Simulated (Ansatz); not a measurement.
Starting cell, KTaO3 (cubic perovskite):

```
CELL_PARAMETERS angstrom
      8.04636     0.00000     0.00000
      4.02318     4.02318     0.00000
      0.00000     0.00000     4.02318
ATOMIC_POSITIONS crystal
  K  0.00000 0.00000 0.00000
  K  0.50000 0.00000 0.00000
  Ta 0.00000 0.50000 0.50000
  Ta 0.50000 0.50000 0.50000
  O  0.75000 0.50000 0.50000
  O  0.25000 0.50000 0.50000
  O  0.00000 0.50000 0.00000
  O  0.50000 0.50000 0.00000
  O  0.25000 0.00000 0.50000
  O  0.75000 0.00000 0.50000
```

A phonon eigenvector at M = (0.5, 0.5, 0.0) is frozen into this cell: atom i moves by Q times the vector below, so Q is the largest atomic displacement, in Å. The cell is held. It is one choice among 2 degenerate patterns. (q is in reciprocal vectors of the primitive cell; the cell shown is doubled to hold the pattern.)

```tsv
atom	x	y	z
O5	0.000	0.000	1.000
O6	0.000	0.000	-1.000
O9	0.000	0.000	-0.953
O10	0.000	0.000	0.953
```

Atoms not listed stay in place.

Computed with PBE (plane waves to 420 eV, PAW, scalar-relativistic; Ansatz, a first-principles code). k mesh 8×8×8 (Γ-centred), Fermi-Dirac smearing 0.05 eV. The energy includes the smearing's −TS. KTaO3 is run without spin polarisation. KTaO3 was relaxed with its symmetry unable to fall. Spin-orbit coupling is left out, though Ta is heavy. The PAW data are Ansatz's earlier set. ΔE is measured from the undisplaced structure.

```csv
Q (Å),ΔE (meV/cell)
-0.2800,978
-0.2333,673
-0.1867,428
-0.1400,withheld
-0.0933,106
-0.0467,26
0.0000,0
0.0467,26
0.0933,106
0.1400,withheld
0.1867,428
0.2333,673
0.2800,978
```

Q: Fit an even polynomial form (powers 2, 4) to the given rows and predict ΔE at Q = -0.1400.

A: Least squares on the 11 given rows: ΔE = (12120)·Q² + (4517)·Q⁴, in meV/cell with Q in Å; root-mean-square residual 0.2 meV/cell. At -0.1400 the fit gives 239 meV/cell; the calculation gives 239 meV/cell, the same to the digits shown. The quadratic term alone would give 238 meV/cell.

(For displaced atoms, the force is minus the slope of the energy, and its curvature is a force constant, which sets phonon frequencies.)
